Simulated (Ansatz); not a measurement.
Relaxed TiAl (CuAu type, space group P4/mmm):

```
CELL_PARAMETERS angstrom
      2.81297     0.00000     0.00000
      0.00000     2.81297     0.00000
      0.00000     0.00000     4.05847
ATOMIC_POSITIONS crystal
  Al 0.50000 0.50000 0.50000
  Ti 0.00000 0.00000 0.00000
```

In this cell atom 2 (Ti, nearest neighbour Ti at 2.813 Å; its periodic images, 2.8 Å or more away, move with it) is moved by s along Cartesian x, unit vector (1.000, 0.000, 0.000); all other atoms and the cell stay fixed.

All values below come from r2SCAN (plane waves to 500 eV, PAW, scalar-relativistic; Ansatz, a program for electronic structure). k mesh 13×13×9 (Γ-centred), Fermi-Dirac smearing 0.05 eV. Energies are smeared free energies. Compression counts positive. With partly filled bands, energies and forces of such displacements shift with the k mesh and the smearing. TiAl is run without spin polarisation. TiAl was relaxed with its symmetry unable to fall. ΔE is measured from the undisplaced structure.

**Question.** Give the computed ΔE (meV/cell) and P (GPa) at s (Å) = -0.840, -0.504, -0.336, 0.168, 0.336, 0.504, 0.672, 0.840.

**Answer.** 
| s (Å) | ΔE (meV/cell) | P (GPa) |
|---|---|---|
| -0.840 | 1352 | 12.9 |
| -0.504 | 576 | 5.8 |
| -0.336 | 269 | 2.8 |
| 0.168 | 69 | 0.7 |
| 0.336 | 269 | 2.8 |
| 0.504 | 576 | 5.8 |
| 0.672 | 955 | 9.4 |
| 0.840 | 1352 | 12.9 |

(For displaced atoms, the force is minus the slope of the energy, and its curvature is a force constant, which sets phonon frequencies.)
